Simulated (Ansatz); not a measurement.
Consider the following.

ZnS (zinc blende)

```
CELL_PARAMETERS angstrom
      0.00000     5.38911     5.38911
      2.69456     0.00000     2.69456
      2.69456     2.69456     0.00000
ATOMIC_POSITIONS crystal
  S  0.37500 0.75000 0.75000
  S  0.87500 0.75000 0.75000
  Zn 0.00000 0.00000 0.00000
  Zn 0.50000 0.00000 0.00000
```

A phonon eigenvector at L = (0.5, 0.0, 0.0) is frozen into this cell: atom i moves by Q times the vector below, so Q is the largest atomic displacement, in Å. The cell is held. (q is in reciprocal vectors of the primitive cell; the cell shown is doubled to hold the pattern.)

| atom | x | y | z |
|---|---|---|---|
| S1 | -0.143 | 0.143 | 0.143 |
| S2 | 0.143 | -0.143 | -0.143 |
| Zn3 | -0.577 | 0.577 | 0.577 |
| Zn4 | 0.577 | -0.577 | -0.577 |

All values below come from r2SCAN (plane waves to 500 eV, PAW, scalar-relativistic; Ansatz, a quantum-chemistry and plane-wave program). k mesh 11×11×11 (Γ-centred), Fermi-Dirac smearing 0.05 eV. E stands for the smeared free energy. ZnS was relaxed with its symmetry unable to fall. ΔE is measured from the undisplaced structure.

The scan covers Q from -0.180 to 0.180 Å in 13 points.

Question: Is this a single well or a double well?

Answer: A single well with its minimum at or next to zero displacement.

Question: Which space group does the distorted structure have?

Answer: R3m (No. 160), lowered from F-43m.

Question: What is the energy change at Q = 0.180 Å?

Answer: 310 meV/cell.

Question: What harmonic wavenumber does the curvature at Q = 0 give?

Answer: 197 cm⁻¹.

(A displaced cell: forces are minus the slopes of the energy, force constants its curvatures, and phonons follow from these.)
